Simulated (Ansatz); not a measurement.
Values for one crystal, relaxed and computed with plane-wave PAW PBE (Ansatz code); other levels are named.

Volume per atom: 23.79 Å³
Electronic character: metallic (no gap)
Density of states at the Fermi level: 0.37 states/eV per atom (mean over ±0.08 eV)
Pressure derivative B′: 4.1
Bulk modulus (Birch–Murnaghan fit): 34.0 GPa

### Question
Which compound is it?
A) V, bcc (W type)
B) Mg, Fd-3m (Mg on 8a, Mg on 16d)
C) Ta, bcc (W type)
D) Ca, fcc (Cu type)

### Answer
B, Mg, Fd-3m (Mg on 8a, Mg on 16d)

The start of the workflow was typed in or built on a structure type; neither database checked (COD, Materials Project) lists it. It is not the phase usual at ambient conditions (space group No. 194). The cell was relaxed with PBE under the symmetry of its start; whether a distortion lowers the energy is not shown.

Potentials: the earlier of the program's two PAW sets.
